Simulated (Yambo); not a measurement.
GaN (wurtzite, space group P6_3mc, No. 186), G0W0@PBEsol in Yambo with this input:

```
rim_cut
gw0
dyson
el_el_corr
HF_and_locXC
ppa
em1d
RandQpts= 1000000
RandGvec= 1 Ry
EXXRLvcs= 84 Ry
VXCRLvcs= 336 Ry
Chimod= "HARTREE"
% BndsRnXp
 1 | 93 |
%
NGsBlkXp= 8 Ry
% LongDrXp
 1.0 | 1.0 | 1.0 |
%
PPAPntXp= 27.2114 eV
% GbndRnge
 1 | 93 |
%
GTermKind= "BG"
DysSolver= "n"
ExtendOut
```

On a 6×6×4 mesh, with wavefunctions cut at 84 Ry, the gap (Γ → Γ) is 2.446 eV and the valence edge shifts by -0.148 eV.

Question: What happens with this change: no terminator?

Answer: The gap falls by 0.106 eV, to 2.340 eV; the shift of the valence edge becomes 0.095 eV. Neither run is shown to be the converged limit.

The standard potential for Ga keeps a d shell in the valence without the s and p states of that shell. In tests on such compounds this moved G0W0 gaps by up to about 0.9 eV, so absolute quasiparticle energies here are unreliable; differences between settings are what counts.

Spin-orbit coupling is not included.

Geometry relaxed with PBEsol; primitive cell a = b = 3.1838 Å, c = 5.1867 Å, α = β = 90.00°, γ = 120.00°.

A shift is the quasiparticle energy of the state minus its PBEsol energy.
